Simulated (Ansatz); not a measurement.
Input and command of a calculation in Ansatz (plane waves; scalar-relativistic PAW potentials unless the input names others):

```yaml
crystal:
  lattice:
    - [2.98611099, 0.0, 0.0]
    - [0.0, 2.98611099, 0.0]
    - [0.0, 0.0, 2.98611099]
  atoms:
    - { symbol: Ti, position: [0.0, 0.0, 0.0] }
    - { symbol: Co, position: [0.5, 0.5, 0.5], spin: 0.4 }
basis:
  ecutwfc: 420
kpoints:
  mp_grid: { grid: [16, 16, 16] }
hamiltonian:
  xc: pbesol
scf:
  occupations: { method: gaussian, width: 0.15 }
  mixing: { preconditioner: ldos }
  n_extra_bands: 16
output:
  forces: true
  eigenvalues: true
  stress: true
magnetization:
  spin_polarized: true
```

```bash
ansatz run input.yaml --threads 1 --pin off --max-ram 2560MiB --backend cpu --events-out ev --progress --plain --runs-dir out
```

Abridged log:
```
scf.n_extra_bands = 16 over 15 filled bands (N_el = 29.0): the run solves 31 bands
Pseudopotentials: kind: paw
Pseudopotential: Ti, paw, valence charge 12, recommended cutoff 420 eV (normal)
Pseudopotential: Co, paw, valence charge 17, recommended cutoff 420 eV (normal)
Functional definition: PBEsol
Crystal: 2 atoms, lattice volume = 26.627 Å³
Basis set: ecut = 420 eV, 485 PW (Γ), exchange–correlation on 40×40×40 points (8 copies of the dense FFT grid, shifted against one another)
Bands: 31, of which v1, the nominal top of the filled ones, is band 15 counted from 1 (14 counted from 0)
Symmetry: 48 space group operations
Space group: Pm-3m (ITA 221), of the structure as read, at distance tolerance 3.0e-5 Å
Magnetic group: BNS 221.92 (UNI 1594), of the structure as read, at distance tolerance 3.0e-5 Å
k-points: 165 of 4096
Initial density: superposition of atomic densities (chi_scale 0.1, normalization cell)
Starting moments: Σ|m| = 0.4 μB on 1 of 2 sites
Initial wavefunctions: pseudopotential atomic-orbital guess
Functional: x = pbesol(κ = 0.804, μ = 0.12345679), c = pbesol(β = 0.046)
spin=Collinear: LDOS preconditioning applied to the charge; magnetization (m = ρ↑ − ρ↓) channel mixes plain (no charge-response kernel on spin).
SCF iter   1: F=—  HF=-7567.916551 eV  |F-HF|=—  |Δ(HF+E_count)|=         —  Δρ=1.18e-1 (↑3.50e-2 ↓1.18e-1) dr2=2.81e0  dr2_m=8.53e-1  M=0.881 μB ∫|m|=1.024 μB  β_m=0.30  ethr=3.10e-3  ⟨swp⟩=5.0  Hψ=40222  notcnv=0  defer=723
Mixer restart at iter 1: flushing history
SCF iter   2: F=—  HF=-7567.133285 eV  |F-HF|=—  |Δ(HF+E_count)|=   7.83e-1  Δρ=5.41e-2 (↑3.58e-2 ↓5.41e-2) dr2=1.48e-1  dr2_m=4.53e-1  M=0.863 μB ∫|m|=1.038 μB  β_m=0.40  ethr=3.10e-3  ⟨swp⟩=3.0  Hψ=19856  notcnv=0  defer=3063
SCF iter   3: F=—  HF=-7567.512060 eV  |F-HF|=—  |Δ(HF+E_count)|=   3.79e-1  Δρ=2.86e-2 (↑1.62e-2 ↓2.86e-2) dr2=3.25e-2  dr2_m=1.15e-1  M=0.865 μB ∫|m|=1.059 μB  β_m=0.52  ethr=5.09e-4  ⟨swp⟩=2.5  Hψ=14358  notcnv=0  defer=3063
SCF iter   4: F=—  HF=-7567.678232 eV  |F-HF|=—  |Δ(HF+E_count)|=   1.66e-1  Δρ=2.34e-3 (↑2.06e-3 ↓2.34e-3) dr2=2.60e-3  dr2_m=9.12e-5  M=0.839 μB ∫|m|=1.035 μB  β_m=0.59  ethr=1.12e-4  ⟨swp⟩=2.0  Hψ=16658  notcnv=0  defer=3022
SCF iter   5: F=—  HF=-7567.688317 eV  |F-HF|=—  |Δ(HF+E_count)|=   1.01e-2  Δρ=3.51e-3 (↑1.07e-3 ↓3.51e-3) dr2=3.75e-3  dr2_m=5.21e-4  M=0.825 μB ∫|m|=1.016 μB  β_m=0.59  ethr=8.96e-6  ⟨swp⟩=1.0  Hψ=10434  notcnv=0  defer=3015
SCF iter   6: F=—  HF=-7567.692926 eV  |F-HF|=—  |Δ(HF+E_count)|=   4.61e-3  Δρ=8.30e-4 (↑3.76e-4 ↓8.30e-4) dr2=1.33e-4  dr2_m=7.49e-5  M=0.817 μB ∫|m|=1.000 μB  β_m=0.80  ethr=8.96e-6  ⟨swp⟩=2.2  Hψ=12773  notcnv=0  defer=3024
SCF iter   7: F=—  HF=-7567.693689 eV  |F-HF|=—  |Δ(HF+E_count)|=   7.63e-4  Δρ=5.38e-4 (↑5.38e-4 ↓4.73e-4) dr2=5.87e-6  dr2_m=6.04e-5  M=0.811 μB ∫|m|=0.988 μB  β_m=0.90  ethr=4.58e-7  ⟨swp⟩=2.1  Hψ=14252  notcnv=0  defer=3025
SCF iter   8: F=—  HF=-7567.693702 eV  |F-HF|=—  |Δ(HF+E_count)|=   1.31e-5  Δρ=2.77e-4 (↑2.77e-4 ↓1.88e-4) dr2=2.98e-6  dr2_m=1.22e-5  M=0.809 μB ∫|m|=0.984 μB  β_m=0.91  ethr=2.02e-8  ⟨swp⟩=2.0  Hψ=14255  notcnv=0  defer=3025
SCF iter   9: F=—  HF=-7567.693711 eV  |F-HF|=—  |Δ(HF+E_count)|=   9.56e-6  Δρ=6.42e-5 (↑6.42e-5 ↓6.09e-5) dr2=1.70e-7  dr2_m=8.77e-7  M=0.807 μB ∫|m|=0.978 μB  β_m=0.89  ethr=1.03e-8  ⟨swp⟩=2.2  Hψ=14668  notcnv=0  defer=3025
SCF iter  10: F=—  HF=-7567.693712 eV  |F-HF|=—  |Δ(HF+E_count)|=   4.96e-7  Δρ=1.11e-5 (↑1.11e-5 ↓6.58e-6) dr2=2.73e-8  dr2_m=1.27e-8  M=0.807 μB ∫|m|=0.979 μB  β_m=0.82  ethr=5.87e-10  ⟨swp⟩=2.3  Hψ=14387  notcnv=0  defer=3025
SCF iter  11: F=-7567.693712 eV  HF=-7567.693712 eV  |F-HF|=5.24e-8  |Δ(HF+E_count)|=   7.62e-9  Δρ=1.21e-5 (↑4.47e-6 ↓1.21e-5) dr2=6.13e-8  dr2_m=4.94e-9  M=0.807 μB ∫|m|=0.979 μB  ethr=9.42e-11  ⟨swp⟩=7.2  Hψ=53365  notcnv=0
SCF 1 converged in 11 iterations: F = -7567.693712 eV  dr2 = 6.13e-8
SCF converged after 11 iterations
Magnetization: 0.8072 μB (14.9036 up, 14.0964 down)
Absolute magnetization: 0.9836 μB (∫|ρ↑−ρ↓|, with the PAW one-centre terms)
Spin contamination: 0.0580 ħ² per cell (⟨S²⟩ above its minimum at these occupations)
Per-site moments (μB) at R_I (Å): [(-0.02560379, 1.06674479), (0.88616818, 1.06674479)]
Free energy (F): -7567.693712 eV
Harris-Foulkes:  -7567.693712 eV  (|F-HF|=5.24e-8)
Internal energy: -7567.671755 eV  (E = F + TS)
E sigma→0 (E₀):  -7567.682733 eV
Entropy (-TS):   -0.021957 eV (-10.979 meV/atom)
Fermi energy:    16.486791 eV
--- Forces (eV/Å), atoms counted from 1 ---
  atom   1  Ti     0.00000000     0.00000000     0.00000000
  atom   2  Co     0.00000000     0.00000000     0.00000000
--- Stress (GPa, compression-positive) ---
       -7.569021       0.000000       0.000000
        0.000000      -7.569021       0.000000
        0.000000       0.000000      -7.569021
  P = ⅓ Tr σ = -7.5690 GPa (-75.690 kbar)
```

Apart from outputs, the input differs from a reference run on usual settings in scf.mixing.preconditioner: not typed → "ldos"; scf.n_extra_bands: not typed → 16. The reference, at the same geometry (not necessarily relaxed), gave pressure -7.57 GPa, largest force 0.000 eV/Å, no gap on the mesh. This run converged in 11 SCF iterations (reference: 13) with an energy at zero smearing within 0.01 meV/atom of the reference's, pressure -7.57 GPa, largest force 0.000 eV/Å, no gap on the mesh.

The run took 12 s on 1 thread of Intel(R) Xeon(R) 6975P-C (Granite Rapids), with other jobs on the host, peak memory 0.55 GiB.